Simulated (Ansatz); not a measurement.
## Notes on Cr$_{3}$Ga

```yaml
crystal:
  lattice:
    - [4.67812, 0.00000, 0.00000]
    - [0.00000, 4.67812, 0.00000]
    - [0.00000, 0.00000, 4.67812]
  atoms:
    - { symbol: Cr, position: [0.25000, 0.00000, 0.50000] }
    - { symbol: Cr, position: [0.50000, 0.75000, 0.00000] }
    - { symbol: Cr, position: [0.75000, 0.00000, 0.50000] }
    - { symbol: Cr, position: [0.50000, 0.25000, 0.00000] }
    - { symbol: Cr, position: [0.00000, 0.50000, 0.75000] }
    - { symbol: Cr, position: [0.00000, 0.50000, 0.25000] }
    - { symbol: Ga, position: [0.00000, 0.00000, 0.00000] }
    - { symbol: Ga, position: [0.50000, 0.50000, 0.50000] }
```

Single point in Ansatz 0.2.0 with r2SCAN, no spin polarisation. Cutoff 500 eV, PAW datasets, 7×7×7 Γ-centred k mesh, fermi-dirac filling (width 0.0428 eV).

**Contacts.** Cr–Cr at 2.34 Å: least valence density 0.47 e/Å³ and ELF 0.28 there. Cr–Ga at 2.62 Å: least valence density 0.28 e/Å³ and ELF 0.24 there. Both are smooth PAW fields, read partly inside the augmentation spheres.
**At the Fermi level.** It is a metal, with about 6 states/eV a cell as the mean within 0.25 eV of the Fermi level, mostly Cr d (95 %).
**Charges.** Bader charges in e: Cr +0.20, Ga -0.60. In the mean Cr gives up most and Ga takes most.
**Stress.** The pressure is -16.1 GPa (compression positive), so with the atoms held at these fractions the cell would first shrink.
**Formation energy.** 0.20 eV an atom against the elements' usual phases (free molecules for gases, crystals otherwise, with no correction for O₂ or N₂), so at this geometry it isn't bound against them. Relaxing would lower it.

Origin: a database entry at a rescaled volume. Caveats: no spin polarisation, so a magnetic state may lie lower; atoms or cell far from equilibrium.
